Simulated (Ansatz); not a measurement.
BaHfO₃ (cubic perovskite)

```xyz
10
Lattice="8.4123 0.0000 0.0000 4.2062 4.2062 0.0000 0.0000 0.0000 4.2062" Properties=species:S:1:pos:R:3 pbc="T T T"
Ba     0.0000     0.0000     0.0000
Ba     4.2062     0.0000     0.0000
Hf     2.1031     2.1031     2.1031
Hf     6.3093     2.1031     2.1031
O      8.4123     2.1031     2.1031
O      4.2062     2.1031     2.1031
O      2.1031     2.1031     0.0000
O      6.3093     2.1031     0.0000
O      2.1031     0.0000     2.1031
O      6.3093     0.0000     2.1031
```

A phonon eigenvector at M = (0.5, 0.5, 0.0) is frozen into this cell: atom i moves by Q times the vector below, so Q is the largest atomic displacement, in Å. The cell is held. It is one choice among 3 degenerate patterns. (q is in reciprocal vectors of the primitive cell; the cell shown is doubled to hold the pattern.)

```csv
atom,x,y,z
Ba1,0.000,0.000,1.000
Ba2,0.000,0.000,-1.000
```

Atoms not listed stay in place.

Computed with PBE (plane waves to 420 eV, PAW, scalar-relativistic; Ansatz, a quantum-chemistry and plane-wave program). k mesh 8×8×8 (Γ-centred), Fermi-Dirac smearing 0.05 eV. BaHfO3 is run without spin polarisation. BaHfO3 was relaxed with its symmetry unable to fall. Spin-orbit coupling is left out, though Hf is heavy.

At one point of the scan the forces (eV/Å) are:

| atom | Fx | Fy | Fz |
|---|---|---|---|
| Ba1 | 0.000 | 0.000 | -0.103 |
| Ba2 | 0.000 | 0.000 | 0.103 |
| Hf3 | 0.000 | 0.000 | 0.000 |
| Hf4 | 0.000 | 0.000 | 0.000 |
| O5 | 0.000 | 0.000 | 0.000 |
| O6 | 0.000 | 0.000 | 0.000 |
| O7 | 0.000 | 0.000 | 0.000 |
| O8 | 0.000 | 0.000 | 0.000 |
| O9 | 0.000 | 0.000 | 0.000 |
| O10 | 0.000 | 0.000 | 0.000 |

Task: Which point is it?
(A) Q = 0.017 Å
(B) Q = 0.033 Å
(C) Q = 0.067 Å
(D) Q = 0.100 Å

Result: B, Q = 0.033 Å

(A displaced cell: forces are minus the slopes of the energy, force constants its curvatures, and phonons follow from these.)
